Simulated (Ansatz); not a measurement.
A generator proposed this cell of Ge2F.

```cif
data_structure
_symmetry_space_group_name_H-M 'P4_2/nmc:1'
_symmetry_Int_Tables_number 137
_cell_length_a 3.2781
_cell_length_b 3.2781
_cell_length_c 9.4532
_cell_angle_alpha 90.000
_cell_angle_beta 90.000
_cell_angle_gamma 90.000
_cell_volume 101.58
loop_
_atom_site_label
_atom_site_type_symbol
_atom_site_symmetry_multiplicity
_atom_site_Wyckoff_symbol
_atom_site_fract_x
_atom_site_fract_y
_atom_site_fract_z
_atom_site_occupancy
Ge1 Ge 4 d 0.00000 0.50000 0.12500 1
F1 F 2 a 0.00000 0.00000 0.00000 1
```

Level of theory: Ansatz 0.2.0, DFT PBE, scalar-relativistic, plane waves, PAW. Cutoff 420 eV; k points 6×6×2 on the computed 6-atom cell (Γ-centred); Gaussian smearing, width 0.10 eV; no spin polarisation.

Energies over the elements count from the elements' standard structures at the same level (F₂ as a molecule), with no fitted energy shifts.

Question: What does a single point on this coarse mesh give?

Answer: The pressure is 20.0 GPa (the mean over three directions, positive in compression), the largest force is 3.25 eV/Å, and the energy is +0.22 eV/atom against the elements. The shortest distance is 2.02 Å.

Question: Is it a good guess?

Answer: A rough one: relaxing gains about 0.79 eV/atom (the start's value is from the coarse mesh, so the gain is rough) in 47 ionic steps and ends at −0.57 eV/atom on the finer mesh. The symmetry stays P4_2/nmc (No. 137). The volume per atom shrinks by 1.5 %, from 16.9 to 16.7 Å³. The shortest distance goes from 2.02 Å (Ge–F) to 2.38 Å (Ge–F). The ratio c/a of the conventional cell changes by a factor of 1.59. Conventional cell: a = 2.792 Å, c = 12.830 Å. Ge has 2 F at 2.38 Å; F has 4 Ge at 2.38 Å and 4 F at 2.79 Å.

The last run used a 14×14×4 mesh (in the run's order of axes) for its 6-atom cell and Gaussian smearing of 0.10 eV. No dispersion correction is applied, so the spacing and binding between layers, chains or molecules are poorly described. The relaxation can't lower the symmetry of the start, and the grade says only how near the guess is to its own end. Symmetry constrained the relaxation, so the result can be a saddle point.
